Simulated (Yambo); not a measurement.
MgTe (zinc blende, space group F-43m, No. 216); a = b = c = 4.5528 Å, α = β = γ = 60.00°. With the G0W0 scissor the direct gap on the mesh is 3.67 eV.

Task: Can the lowest exciton of this BSE run be trusted, and with what binding energy? (Yambo, PBEsol bands; 6×6×6 mesh, 6 valence and 10 conduction bands, static screening with 74 bands and a 4 Ry block, scissor 1.60 eV, Tamm-Dancoff.)

Result: No. The lowest state covers only about 1 of the 216 k points, so the mesh doesn't resolve it: its energy and its distance from the direct gap are mesh artefacts. An extended exciton needs a far denser mesh. The scissor comes from a G0W0 run whose convergence isn't established. 

The standard potential for Te keeps a d shell in the valence without the s and p states of that shell. In tests on such compounds this moved G0W0 gaps by up to about 0.9 eV, so absolute quasiparticle energies here are unreliable; differences between settings are what counts.

Spin-orbit coupling is included.

Geometry relaxed with PBEsol.

This is not the ordinary phase of the substance; no match was found in the copy of COD used, and its stability was not checked.
